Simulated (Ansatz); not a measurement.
Rb2NaScF6:
```yaml
crystal:
  lattice:
    - [0.00000, 4.28529, 4.28529]
    - [4.28529, 0.00000, 4.28529]
    - [4.28529, 4.28529, 0.00000]
  atoms:
    - { symbol: Rb, position: [0.75000, 0.75000, 0.75000] }
    - { symbol: Rb, position: [0.25000, 0.25000, 0.25000] }
    - { symbol: Na, position: [0.50000, 0.50000, 0.50000] }
    - { symbol: Sc, position: [0.00000, 0.00000, 0.00000] }
    - { symbol: F, position: [0.76470, 0.23530, 0.23530] }
    - { symbol: F, position: [0.23530, 0.76470, 0.76470] }
    - { symbol: F, position: [0.23530, 0.76470, 0.23530] }
    - { symbol: F, position: [0.76470, 0.23530, 0.76470] }
    - { symbol: F, position: [0.23530, 0.23530, 0.76470] }
    - { symbol: F, position: [0.76470, 0.76470, 0.23530] }
```

r²SCAN in the plane-wave PAW code Ansatz gives a gap of 7.82 eV without spin–orbit coupling, maximum at Γ, minimum at Γ.

Q: What happens when spin–orbit coupling is switched on?

A: The gap decreases by 0.02 eV, to 7.80 eV; maximum at Γ, minimum at Γ.

Q: How large is the spin–orbit splitting of the valence top at Γ?

A: The fourfold level lies 0.03 eV above the split-off pair.

Q: Give the electron effective mass with spin–orbit coupling, band 1 of 2 at the edge.

A: 11 along [100], 9.0 along [110], 7.9 along [111] (mₑ).

Q: Give the electron effective mass with spin–orbit coupling, band 2 of 2 at the edge.

A: 6.3 along [100], 7.0 along [110], 7.9 along [111] (mₑ).

Q: Give the hole effective mass with spin–orbit coupling, band 1 of 2 at the edge.

A: 4.7 along [111] (mₑ).

Q: Give the hole effective mass with spin–orbit coupling, band 2 of 2 at the edge.

A: 2.8 along [100], 3.3 along [110], 3.6 along [111] (mₑ).

Space group Fm-3m. The first step of the workflow began from a Materials Project structure, measured or hypothetical; the Crystallography Open Database copy checked does not list it. Whether it is the stable phase at ambient conditions was not checked. Symmetry was held in the r²SCAN relaxation; whether a distortion lowers the energy is not shown. No spin polarisation was allowed.

Potentials: the later of the program's two PAW sets.
